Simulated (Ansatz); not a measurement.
Ti (hcp, Mg type)

```
CELL_PARAMETERS angstrom
      2.93914     0.00000     0.00000
     -1.46957     2.54537     0.00000
      0.00000     0.00000     4.65010
ATOMIC_POSITIONS crystal
  Ti 0.33333 0.66667 0.75000
  Ti 0.66667 0.33333 0.25000
```

In each cell atom 1 (Ti, nearest neighbour Ti at 2.878 Å; its periodic images, 2.9 Å or more away, move with it) moves by s·(0.577, 0.577, 0.577) (along Cartesian [111]), the rest being held.

Calculation: PBE (plane waves to 420 eV, PAW, scalar-relativistic; Ansatz, a first-principles code). k mesh 15×15×8 (Γ-centred), Fermi-Dirac smearing 0.05 eV. The energy includes the smearing's −TS. Left out: 1 of 11 points, with atoms too close for the PAW data. With partly filled bands, energies and forces of such displacements shift with the k mesh and the smearing. Ti is run without spin polarisation. Ti was relaxed with its symmetry unable to fall. The zero of ΔE is the undisplaced structure. The last digit holds for this mesh only.

```csv
s (Å),ΔE (meV/cell)
-0.464,247.6
-0.348,134.7
-0.232,withheld
-0.116,14.0
0.000,0.0
0.116,13.7
0.232,56.7
0.348,131.0
0.464,239.1
0.580,382.2
```

Task: Fit a polynomial form (powers 2, 3, 4) to the given rows and predict ΔE at s = -0.232.

Result: Least squares on the 9 given rows: ΔE = (1063)·s² + (-46.36)·s³ + (301.9)·s⁴, in meV/cell with s in Å; root-mean-square residual 0.52 meV/cell. At -0.232 the fit gives 58.7 meV/cell; the calculation gives 58.2 meV/cell, so the interpolation is off by 0.5 (+0.9 %). The quadratic term alone would give 57.2 meV/cell.

(For displaced atoms, the force is minus the slope of the energy, and its curvature is a force constant, which sets phonon frequencies.)
